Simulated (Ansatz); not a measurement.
Single point on BaMo

This is artificial BaMo in the zinc-blende structure, strained and with atoms displaced.

Theory: DFT, PBE, all-electron full-potential LAPW, scalar-relativistic valence, Dirac core shells, point nucleus (Ansatz). Sampling: 2×2×2 (half-step shift) mesh with 0.15 eV Fermi–Dirac smearing (a coarse mesh, not converged over the zone). For a metal, stress, forces and moments on so few k-points can be far from the converged ones. On this fcc-type cell the shift lowers the mesh's symmetry. The run is spin-unpolarised. Thinly bonded d atoms may carry moments, which this run forbids.

```xyz
2
Lattice="-3.2246 0.1074 3.0830 -0.0346 3.2401 3.1558 -3.3296 3.2724 0.0024" Properties=species:S:1:pos:R:3 pbc="T T T"
Ba   -4.0039    1.9143    3.3585
Mo   -5.5565    3.5060    4.8093
```

Q: Predict the output of the run.

A: 
```json
{"atom": "Ba1", "Fx (eV/Å)": "0.363", "Fy (eV/Å)": "-0.412", "Fz (eV/Å)": "-0.066"}
{"atom": "Mo2", "Fx (eV/Å)": "-0.363", "Fy (eV/Å)": "0.412", "Fz (eV/Å)": "0.066"}
```

Stress xx yy zz yz xz xy in GPa, positive in compression: -0.61 -0.15 -4.29 -0.40 0.36 -1.44.

```json
{"Pressure": "-1.68 GPa", "Largest force": "0.553 eV/Å"}
```
